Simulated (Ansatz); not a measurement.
## Al2O3: computed property card

Al₂O₃:
```
CELL_PARAMETERS angstrom
     -4.44285     4.44285     4.44285
      4.44285    -4.44285     4.44285
      4.44285     4.44285    -4.44285
ATOMIC_POSITIONS crystal
  Al 0.50000 0.50000 0.50000
  Al 0.50000 0.00000 0.00000
  Al 0.00000 0.00000 0.50000
  Al 0.00000 0.50000 0.00000
  Al 0.25000 0.71225 0.46225
  Al 0.75000 0.78775 0.03775
  Al 0.46225 0.25000 0.71225
  Al 0.03775 0.75000 0.78775
  Al 0.71225 0.46225 0.25000
  Al 0.78775 0.03775 0.75000
  Al 0.75000 0.28775 0.53775
  Al 0.25000 0.21225 0.96225
  Al 0.53775 0.75000 0.28775
  Al 0.96225 0.25000 0.21225
  Al 0.28775 0.53775 0.75000
  Al 0.21225 0.96225 0.25000
  O  0.54583 0.77525 0.54883
  O  0.72642 0.99700 0.95117
  O  0.77358 0.72475 0.27057
  O  0.95417 0.50300 0.22943
  O  0.54883 0.54583 0.77525
  O  0.95117 0.72642 0.99700
  O  0.27057 0.77358 0.72475
  O  0.22943 0.95417 0.50300
  O  0.77525 0.54883 0.54583
  O  0.99700 0.95117 0.72642
  O  0.72475 0.27057 0.77358
  O  0.50300 0.22943 0.95417
  O  0.45417 0.22475 0.45117
  O  0.27358 0.00300 0.04883
  O  0.22642 0.27525 0.72943
  O  0.04583 0.49700 0.77057
  O  0.45117 0.45417 0.22475
  O  0.04883 0.27358 0.00300
  O  0.72943 0.22642 0.27525
  O  0.77057 0.04583 0.49700
  O  0.22475 0.45117 0.45417
  O  0.00300 0.04883 0.27358
  O  0.27525 0.72943 0.22642
  O  0.49700 0.77057 0.04583
```

Space group Ia-3 (No. 206), bixbyite; conventional cell a = b = c = 8.8857 Å, α = β = γ = 90.00°.

Method: r²SCAN (plane waves, PAW; program Ansatz). The cell and atoms are relaxed at this level. Other levels are named where they apply.

**Cell and energy**

```
Property                                                       Value
-----------------------------------------------------  -------------
Volume per atom                                              8.77 Å³
Density                                                   3.86 g/cm³
Formation energy from the elements (no fitted shifts)  -3.24 eV/atom
```

**Electronic structure**

```
Item                                                                                                                           Result
----------------------------------------  -------------------------------------------------------------------------------------------
Band gap                                                                                                           6.31 eV (indirect)
Valence-band maximum                      off the standard path, at k = (0.042, -0.042, 0.406) in fractions of the reciprocal vectors
Conduction-band minimum                                                                                                          at Γ
Smallest direct gap on the standard path                                                                                      6.34 eV
Electron effective mass                                                                                           0.39 mₑ (isotropic)
Hole effective mass                                                                               2.1, 5.6, 6.5 mₑ (principal values)
HSE06 gap on the r²SCAN cell                                                                                                  7.32 eV
```

**Mechanics**

```
Item                                                                          Result
--------------------------------------------  --------------------------------------
Elastic constants (relaxed ions, GPa)                C11 = 448, C12 = 129, C44 = 131
Mechanical stability                          stable (all eigenvalues of C positive)
Hill bulk and shear moduli                                           235 and 142 GPa
Young's modulus                                                              355 GPa
Poisson's ratio                                                                 0.25
Debye temperature from the elastic constants                                   972 K
```

**Dielectric response**

```
Property                                                               Result
--------------------------------------------------------  -------------------
Electronic dielectric constant ε∞ (DFPT)                                 3.04
Static dielectric constant ε0 (ions relaxed, cell fixed)                 9.53
Born charges (a third of the trace)                       Al +2.93, O -1.95 e
```

**Phonons**

```
Property                                                            Result
--------------------------------------------------  ----------------------
Highest zone-centre frequency (without LO–TO term)               24.70 THz
Zone-centre stability                               no imaginary mode at Γ
```

**Charges**

```
Quantity                    Result
-------------  -------------------
Bader charges  Al +2.59, O -1.73 e
```

A made-up cell: these elements were put on the sites of a structure type; the Crystallography Open Database copy checked does not list it. It is not the phase usual at ambient conditions (space group No. 167). Symmetry was held in the r²SCAN relaxation. The references are the lowest solids computed at this level, not always the standard phases (solids in place of the gases).

Potentials: the later of the program's two PAW sets.
